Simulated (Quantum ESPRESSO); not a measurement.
```cif
data_O4Ti2
_chemical_formula_sum 'O4 Ti2'
_space_group_name_H-M_alt 'P 1'
_space_group_IT_number 1
_cell_length_a 4.59984
_cell_length_b 4.59984
_cell_length_c 2.95921
_cell_angle_alpha 90.000
_cell_angle_beta 90.000
_cell_angle_gamma 90.000
loop_
_space_group_symop_operation_xyz
  'x, y, z'
loop_
_atom_site_label
_atom_site_type_symbol
_atom_site_fract_x
_atom_site_fract_y
_atom_site_fract_z
_atom_site_occupancy
O1 O 0.69568 0.69568 0.50000 1
O2 O 0.30432 0.30432 0.50000 1
O3 O 0.80432 0.19568 0.00000 1
O4 O 0.19568 0.80432 0.00000 1
Ti1 Ti 0.50000 0.50000 0.00000 1
Ti2 Ti 0.00000 0.00000 0.50000 1
```

The geometry is that of Materials Project entry mp-2657, symmetrised and not relaxed again.

Q: What does LDA (Quantum ESPRESSO, PseudoDojo norm-conserving, 84 Ry, no spin-orbit coupling) give for the electronic structure near the Fermi level?

A: The LDA gap is direct, 1.80 eV at Γ.
